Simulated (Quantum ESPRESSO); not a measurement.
pw.x input (Quantum ESPRESSO 7.5; PBE, PseudoDojo standard norm-conserving files, scalar-relativistic):

```
&CONTROL
  calculation = 'scf'
  pseudo_dir = './pseudo'
  outdir = './out'
  tprnfor = .true.
  tstress = .true.
/
&SYSTEM
  ibrav = 0
  nat = 6
  ntyp = 2
  ecutwfc = 82.3
  ecutrho = 329.2
  occupations = 'smearing'
  smearing = 'fd'
  degauss = 0.002
  nbnd = 55
/
&ELECTRONS
  conv_thr = 6e-10
/
ATOMIC_SPECIES
Mo 95.9500 Mo.upf
Te 127.6000 Te.upf
CELL_PARAMETERS angstrom
  3.496342512120   0.000000000000   0.000000000000
 -1.748171256060   3.027921435827   0.000000000000
  0.000000000000   0.000000000000  13.689552994000
ATOMIC_POSITIONS crystal
Mo   0.333333333000   0.666666667000   0.250000000000
Mo   0.666666666333   0.333333333667   0.750000000000
Te   0.333333333000   0.666666667000   0.617223792700
Te   0.666666666333   0.333333333667   0.382776207300
Te   0.666666666333   0.333333333667   0.117223792700
Te   0.333333333000   0.666666667000   0.882776207300
K_POINTS automatic
9 9 2 0 0 0
```

End of the output:

```

[...]
     the Fermi energy is    13.7521 ev
!    total energy              =   -1119.50431425 Ry
     estimated scf accuracy    <          1.6E-10 Ry
     smearing contrib. (-TS)   =      -0.00000002 Ry
     internal energy E=F+TS    =   -1119.50431424 Ry
     The total energy is F=E-TS. E is the sum of the following terms:
     one-electron contribution =    -440.47803302 Ry
     hartree contribution      =     262.96019838 Ry
     xc contribution           =    -238.08769241 Ry
     ewald contribution        =    -703.89878718 Ry
     convergence has been achieved in  10 iterations
     Forces acting on atoms (cartesian axes, Ry/au):
     atom    1 type  1   force =     0.00000000    0.00000000   -0.00000000
     atom    2 type  1   force =     0.00000000    0.00000000    0.00000000
     atom    3 type  2   force =     0.00000000    0.00000000   -0.00028604
     atom    4 type  2   force =     0.00000000    0.00000000    0.00028604
     atom    5 type  2   force =     0.00000000    0.00000000   -0.00028604
     atom    6 type  2   force =     0.00000000    0.00000000    0.00028604
     Total force =     0.000572     Total SCF correction =     0.000121
     SCF correction compared to forces is large: reduce conv_thr to get better values
     Computing stress (Cartesian axis) and pressure
          total   stress  (Ry/bohr**3)                   (kbar)     P=       36.87
   0.00024996   0.00000000   0.00000000           36.77        0.00        0.00
   0.00000000   0.00024996   0.00000000            0.00       36.77        0.00
   0.00000000   0.00000000   0.00025203            0.00        0.00       37.08
```
In a gapped system the printed Fermi energy is only some level inside the gap.

Spin-orbit coupling is not included.

Geometry relaxed with PBE+D3(BJ).
